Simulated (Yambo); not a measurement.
Rb$_{2}$KRhF$_{6}$ (space group Fm-3m, No. 225), G0W0@PBEsol in Yambo with this input:

```
rim_cut
gw0
dyson
el_el_corr
HF_and_locXC
ppa
em1d
RandQpts= 1000000
RandGvec= 1 Ry
EXXRLvcs= 88 Ry
VXCRLvcs= 352 Ry
Chimod= "HARTREE"
% BndsRnXp
 5 | 278 |
%
NGsBlkXp= 7 Ry
% LongDrXp
 1.0 | 1.0 | 1.0 |
%
PPAPntXp= 27.2114 eV
% GbndRnge
 1 | 278 |
%
GTermKind= "BG"
DysSolver= "n"
ExtendOut
```

On a 2×2×2 mesh, with wavefunctions cut at 88 Ry, the gap (X → X) is 5.671 eV and the valence edge shifts by -1.540 eV.

What happens with this change: no terminator?

The gap rises by 0.037 eV, to 5.708 eV; the shift of the valence edge becomes -1.296 eV. Neither run is shown to be the converged limit.

Spin-orbit coupling is not included.

Geometry of the Materials Project entry, not relaxed at this level; primitive cell a = 6.4244 Å, b = 6.4244 Å, c = 6.4244 Å, α = 60.00°, β = 60.00°, γ = 60.00°.

A shift is the quasiparticle energy of the state minus its PBEsol energy.
